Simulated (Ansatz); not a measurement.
# SnAuI3 in Ansatz, relaxation

Input:

```yaml
crystal:
  lattice:
    - [6.383344, 0.0, 0.0]
    - [0.0, 6.383344, 0.0]
    - [0.0, 0.0, 6.383344]
  atoms:
    - { symbol: Sn, position: [0.5, 0.5, 0.5] }
    - { symbol: I, position: [0.0, 0.5, 0.5] }
    - { symbol: I, position: [0.5, 0.0, 0.5] }
    - { symbol: I, position: [0.5, 0.5, 0.0] }
    - { symbol: Au, position: [0.0, 0.0, 0.0] }
  symmetry: { tolerance: 0.0003 }
kpoints:
  mp_grid: { grid: [6, 6, 6], shift: [0, 0, 0] }
magnetization:
  spin_polarized: false
scf:
  occupations: { method: fermi_dirac }
  lower_state_search: "off"
hamiltonian:
  pseudopotentials: { kind: paw }
  xc: r2scan
basis:
  ecutwfc: 500
  fft_grid_basis: typed
relax:
  max_steps: 80
  cell: { p_target: 0.0 }
output:
  forces: true
  stress: true
  eigenvalues: true
  bader: true
  populations: true
  elf: true
  write_potential: true
  volumetric_format: npy
  dos:
    e_range: [-12, 8]
    de: 0.05
    projected: { site_lists: { Au: [Au], I: [I], Sn: [Sn] } }
checkpoint:
  read: saved_state
```

Run with:

```bash
ansatz run input.yaml --threads 2 --pin off --max-ram 3584MiB --backend cpu --events-out ev --progress --plain --runs-dir out
```

Origin of the cell: a known structure type with other elements, at an estimated volume, so it need not be a known compound.

The smearing width isn't typed, so it takes its default of 0.1 eV.

The saved state is a converged single point of the same cell.

Steps («new basis» is an SCF on plane waves selected anew at the same cell):

```
step  ΔF (meV/atom)  max force component (eV/Å)  P (GPa)  volume (Å³)  SCF iterations   step was
   1            0.0                       0.000    -2.59       260.10               7   accepted
   2          -56.2                       0.000    -2.04       241.01               7   accepted
   3         -103.4                       0.000     0.24       206.63               6   accepted
   4         -103.7                       0.000    -0.07       209.78               6   accepted
   5         -103.7                       0.000     0.00       209.04               6   accepted
   6         -103.1                       0.000    -0.01       209.04               7  new basis
```

Before:

Space group Pm-3m (No. 221); the run's cell has a = 6.383 Å, b = 6.383 Å, c = 6.383 Å, α = 90.00°, β = 90.00°, γ = 90.00°. Shortest distances: I–Sn 3.19 Å.

After:

Space group Pm-3m (No. 221); the run's cell has a = 5.935 Å, b = 5.935 Å, c = 5.935 Å, α = 90.00°, β = 90.00°, γ = 90.00°. Shortest distances: I–Sn 2.97 Å.

```yaml
crystal:
  lattice:
    - [5.93489, 0.00000, 0.00000]
    - [0.00000, 5.93489, 0.00000]
    - [0.00000, 0.00000, 5.93489]
  atoms:
    - { symbol: Sn, position: [0.50000, 0.50000, 0.50000] }
    - { symbol: I, position: [0.00000, 0.50000, 0.50000] }
    - { symbol: I, position: [0.50000, 0.00000, 0.50000] }
    - { symbol: I, position: [0.50000, 0.50000, 0.00000] }
    - { symbol: Au, position: [0.00000, 0.00000, 0.00000] }
```

```yaml
Free_energy_lowered_by: 103.1 meV/atom
Volume_change: -19.63 %
Final_pressure: -0.01 GPa
Relaxation_steps_listed: 6
Formation_energy_elements_under_the_same_functional_gases_as_molecules_uncorrected: 0.289 eV/atom
```

Caveats: no spin-orbit coupling, though heavy elements are present; the relaxation held the start's symmetry, so the end may be a saddle point.

It ran for 140 s of wall time on 2 CPU thread(s) of a shared host, from a saved density.
